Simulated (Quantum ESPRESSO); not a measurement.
How NMR parameters follow atomic displacements in SiC (P6₃mc)

```xyz
8
Lattice="3.0757 0.0000 0.0000 -1.5378 2.6636 0.0000 0.0000 0.0000 10.0707" Properties=species:S:1:pos:R:3 pbc="T T T"
Si     1.5378     0.8879     9.4447
Si     0.0000     1.7757     4.4093
Si     0.0000     0.0000     6.9275
Si     0.0000     0.0000     1.8922
C      1.5378     0.8879     7.5510
C      0.0000     1.7757     2.5156
C      0.0000     0.0000     5.0400
C      0.0000     0.0000     0.0046
```
Geometry: a computed entry of the Materials Project; it was not checked against measured cells. It is SiC in P6₃mc, a polytype of 4 double layers. Stability against distortions was not tested.

The last row's change in full: C7 and its equivalents moved by 0.04 Å along (0.00, 0.00, -1.00), space group kept; the other rows go along the same path.

Method: shieldings by PBE GIPAW (a modified build of Quantum ESPRESSO, JTH PAW datasets), 20 Ha, k-mesh 9×9×3 shifted, f-sum rule met within 0.051 %. Values are those of the named site's first atom. Shieldings are absolute and leave out the bulk-susceptibility term; a larger σ means a smaller chemical shift. By our sweeps, such settings leave a few ppm in absolute σ. The datasets of Si hold no d projectors, which limits absolute σ on these atoms. The structure is static (0 K, no zero-point motion).

Unchanged cell: σ_iso Si1 (ppm) = 359.7, σ_iso Si2 (ppm) = 363.4, σ_iso C1 (ppm) = 142.1, σ_iso C2 (ppm) = 151.1.

How do these values move along the path (displacement (Å): -0.04, +0.04)?


```
displacement (Å)  σ_iso Si1 (ppm)  σ_iso Si2 (ppm)  σ_iso C1 (ppm)  σ_iso C2 (ppm)
----------------  ---------------  ---------------  --------------  --------------
-0.04                       357.6            364.3           143.2           149.8
0                           359.7            363.4           142.1           151.1
+0.04                       362.0            362.5           140.7           152.4
```
